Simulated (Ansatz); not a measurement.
**⁵⁷Fe Mössbauer parameters in FeSi**

Cell: a Materials Project structure (computed, not necessarily an observed phase) whose atoms were relaxed with PBE, the cell held.

Space group P2_13 (No. 198); a = 4.4022 Å.

```
site  Wyckoff  site symmetry       x       y       z
  Fe       4a            .3.  0.8625  0.6375  0.3625
  Si       4a            .3.  0.1585  0.3415  0.6585
```

One atom of each set is listed.

All values are calculated (Ansatz; DFT, r2SCAN, plane waves and PAW, scalar-relativistic, collinear spin, 500 eV cutoff, Γ-centred 8×8×8 k-points, Fermi–Dirac smearing 0.05 eV), not measured. Start moments as typed (μB): 3 on each Fe, none on the rest.

Isomer shifts (against α-Fe) follow from the electron density at the nucleus, δ = α(ρ − ρ₀), with α = -0.330 mm s⁻¹ a₀³ and ρ₀ = 14889.24 a₀⁻³ from a line fitted to 9 measured compounds at this level of theory (rms miss 0.08 mm/s). ΔE_Q = ½eQV_zz(1 + η²/3)^½ with Q = 0.160 b for the 14.4 keV state. B_c is the Fermi-contact field along the atom's own moment; orbital and dipolar fields are not included.

Problem. Where do the absorption lines lie when the magnetic splitting is averaged out (above the ordering temperature, with the gradients of this state)?

Solution. Fe (4 atoms a cell): δ = 0.20, |ΔE_Q| = 0.18 mm/s, a doublet at 0.11 and 0.29 mm/s.

Problem. And the six lines of Fe from the contact field alone, leaving the quadrupole term aside?

Solution. With |B_c| = 10.0 T and nuclear moments 0.090604 and -0.15532 μN the lines lie at -1.41, -0.73, -0.05, 0.46, 1.14, 1.82 mm/s, in the ratio 3:2:1:1:2:3 for a powder.

At this cell the r2SCAN pressure is 5 GPa, so with r2SCAN the cell would grow if it were relaxed. The entry's cell may itself be off. The largest force is 0.5 eV/Å, so the atoms aren't at the calculated equilibrium and relaxing them would move these values. The program didn't check the stability of this electronic state in full, so a lower one may lie near. The run finds no gap above 0.1 eV (a metal, or nearly one), so the gradients can move by 10 % or more with the k-mesh. With these PAW files V_zz is typically within 2 to 3 % of all-electron values, but misses above 10 % occur on Fe. The run lost most of its start moments on Fe; a state with other moments may lie lower. The magnetic order is the one that the run reached from its start moments, not necessarily the measured one. Semilocal functionals underestimate the core's spin polarisation, so contact fields of ionic iron come out too small in magnitude.

The run took 4.6 min of wall time (4.6 min of CPU time) and 0.8 GiB at its peak, on 1 thread of Arm Neoverse V1 (aarch64; 8 cores open to the job, memory cap 3.0 GiB, no GPU), a shared host with a load of 0.8 a core.
